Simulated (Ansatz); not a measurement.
Data:

GaCl₃:
```xyz
8
Lattice="-6.5259 0.0000 0.0000 -3.2618 -1.9647 -5.5525 -3.2625 -5.8024 0.0000" Properties=species:S:1:pos:R:3 pbc="T T T"
Ga    -3.2620    -1.5360    -0.5101
Ga    -9.7883    -6.2311    -5.0424
Cl    -8.1345    -1.9657    -5.5518
Cl    -4.9158    -5.8015    -0.0007
Cl    -6.5269    -2.7716    -0.9925
Cl    -6.5234    -4.9956    -4.5600
Cl    -9.7871    -5.7615    -2.9999
Cl    -3.2632    -2.0057    -2.5527
```

This is the LDA-relaxed structure. Cartesian axes are those of the cell as given.

### Question
All from LDA (plane waves, PAW; program Ansatz), unless another level is named. Predict the Bader charges.

### Answer
Ga +1.47, Cl -0.51 to -0.48 e.

### Question
And the electronic dielectric constant ε∞ (DFPT)?

### Answer
2.95 (xx), 3.27 (yy), 3.09 (zz).

### Question
Predict the Born charges (a third of the trace).

### Answer
Ga +2.49, Cl -0.88 to -0.76 e.

Space group C2/m. The first step of the workflow began from a Materials Project structure, measured or hypothetical; the Crystallography Open Database files this formula in space group No. 12, but the cells were not matched. Whether it is the stable phase at ambient conditions was not checked. The LDA relaxation kept the symmetry of its start; whether a distortion lowers the energy is not shown. A crystal of weakly bound molecules computed without a dispersion correction: the cell and the soft elastic constants depend strongly on that. Spin–orbit coupling is left out wherever it is not named.

Potentials: the later of the program's two PAW sets.
